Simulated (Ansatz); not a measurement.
All numbers below come from DFT PBE, scalar-relativistic, plane waves, PAW in Ansatz. All cells share a 420 eV cutoff and Γ-centred k meshes spaced at most about 0.3 Å⁻¹ (about 0.25 or finer for metals, 2π included). No spin polarisation in the final relaxations.

These are static total energies at zero pressure. All come from trial cells, and lower structures may exist.

Question: Order these relaxed structures of RbGeN by energy, lowest first, with the energy over the lowest of them.
A.

```
Rb Ge N
1.0
     1.49378   -6.95909    0.00000
     1.49378    6.95909    0.00000
     0.00000    0.00000    5.73567
Rb Ge N
2 2 2
Direct
  0.33179 0.66821 0.25000
  0.66821 0.33179 0.75000
  0.44582 0.55418 0.75000
  0.55418 0.44582 0.25000
  0.00000 0.00000 0.50000
  0.00000 0.00000 0.00000
```

B.

```
Rb Ge N
1.0
     4.90032    0.00000    0.00000
     0.00000    4.90032    0.00000
     0.00000    0.00000    3.79972
Rb Ge N
1 1 1
Direct
  0.50000 0.50000 0.50000
  0.00000 0.00000 0.50000
  0.00000 0.00000 0.00000
```

C.

```
Rb Ge N
1.0
     4.14960    0.00000    0.00000
     0.00000    4.14960    0.00000
     0.00000    0.00000   10.32802
Rb Ge N
2 2 2
Direct
  0.50000 0.00000 0.71487
  0.00000 0.50000 0.28513
  0.00000 0.00000 0.00000
  0.50000 0.50000 0.00000
  0.50000 0.00000 0.06795
  0.00000 0.50000 0.93205
```

Answer: C (0 meV/atom), A (10 meV/atom), B (112 meV/atom). Forms: C P4/nmm; A Cmcm; B P4/mmm. Even the lowest lies +0.47 eV/atom against the elements.

For metals, differences of a few meV/atom aren't resolved. Cells relaxed within their symmetry can be saddle points. Some candidate types were left out of the draw beforehand, so a known form may be missing.
